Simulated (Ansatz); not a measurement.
CoSn2 in space group I4/mcm (No. 140; Co on 4a, Sn on 8h) at seven volumes, the program Ansatz at the r²SCAN level (PAW), shape and atoms relaxed at each. One row is withheld.

| V (Å³/atom) | P (GPa) |
|---|---|
| 16.391 | 13.81 |
| 16.932 | 8.36 |
| 17.472 | 3.81 |
| 18.012 | 0.00 |
| 18.553 | ? |
| 19.093 | -5.81 |
| 19.633 | -7.99 |

Q: Fit the shown pressures and predict the withheld one.

A: P = (3/2)B₀(x^(7/2) − x^(5/2))[1 + (3/4)(B′ − 4)(x − 1)] with x = (V₀/V)^(2/3). Least squares on the six rows gives V₀ = 18.014 Å³/atom, B₀ = 115 GPa, B′ = 5.04. At V = 18.553, x = 0.9805 and P = -3.15 GPa. The run itself gave -3.17 GPa.

The first step of the workflow began from a Materials Project structure, measured or hypothetical; the Crystallography Open Database files this formula in space group No. 140, but the cells were not matched. Its standing as an ambient phase is unchecked. The r²SCAN relaxation kept the symmetry of its start; its stability against distortions is not shown here. No spin polarisation was allowed. Spin–orbit coupling is left out wherever it is not named.

Potentials: the later of the program's two PAW sets.
